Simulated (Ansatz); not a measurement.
## What a trial cell of LiBi₃ relaxes into

Theory: DFT PBE, scalar-relativistic, plane waves, PAW in Ansatz. Cutoff 420 eV, Gaussian smearing, Γ-centred meshes. Cell and atoms relax first on a coarse mesh and then on a finer one. In between, the cell is made exact in the group found at 0.06 Å. In metals the finer mesh still leaves noise of several meV/atom or more. The steps can't lower the symmetry of their start. No spin polarisation.

A trial structure of LiBi₃ was built thus: 4-, 6-connected net of one element, guests in its cages (P4/mmm, No. 123) (guest Li). The dimensions are guesses.

```xyz
4
Lattice="6.0915 0.0000 0.0000 0.0000 6.0915 0.0000 0.0000 0.0000 2.8457" Properties=species:S:1:pos:R:3 pbc="T T T"
Li    3.0457    3.0457    1.4228
Bi    0.0000    0.0000    0.0000
Bi    0.0000    3.0457    0.0000
Bi    3.0457    0.0000    0.0000
```

Energies over the elements count from the elements' standard structures at the same level, with no fitted energy shifts.

Question: Where does the relaxation end?

Answer: The symmetry stays P4/mmm (No. 123). The volume per atom grows by 22.0 %, from 26.4 to 32.2 Å³. The shortest distance goes from 2.85 Å (Bi–Bi and Li–Li) to 3.15 Å (Bi–Bi). The energy falls by about 0.26 eV/atom (the start's value is from the coarse mesh). Conventional cell: a = 6.306 Å, c = 3.238 Å. Li is surrounded by 2 Li at 3.24 Å and 8 Bi at 3.54 Å; Bi on a site of symmetry 4/mmm is surrounded by 6 Bi at 3.15–3.24 Å; Bi on a site of symmetry mmm is surrounded by 4 Bi at 3.15–3.24 Å and 4 Li at 3.54 Å.

```cif
data_structure
_symmetry_space_group_name_H-M 'P4/mmm'
_symmetry_Int_Tables_number 123
_cell_length_a 6.3065
_cell_length_b 6.3065
_cell_length_c 3.2379
_cell_angle_alpha 90.000
_cell_angle_beta 90.000
_cell_angle_gamma 90.000
_cell_volume 128.78
loop_
_atom_site_label
_atom_site_type_symbol
_atom_site_symmetry_multiplicity
_atom_site_Wyckoff_symbol
_atom_site_fract_x
_atom_site_fract_y
_atom_site_fract_z
_atom_site_occupancy
Li1 Li 1 d 0.50000 0.50000 0.50000 1
Bi1 Bi 1 a 0.00000 0.00000 0.00000 1
Bi2 Bi 2 f 0.00000 0.50000 0.00000 1
```

Question: How does it come out in energy, and is it a metal?

Answer: The energy over the elements is −0.03 eV/atom. The gap on the 8×8×14 mesh of the 4-atom cell is 0 eV (a metal).

It lies below the elements, which doesn't yet make it stable against other compounds or structures.

The last run used Gaussian smearing of 0.10 eV. The k mesh leaves some 4 meV/atom of noise in the energy of each metallic cell. These runs have no spin–orbit coupling, which can matter for Bi. A structure relaxed within its symmetry needn't be a true minimum. In all, the 3 runs took 2.4 min on 1 thread of Arm Neoverse V2, on a shared host.
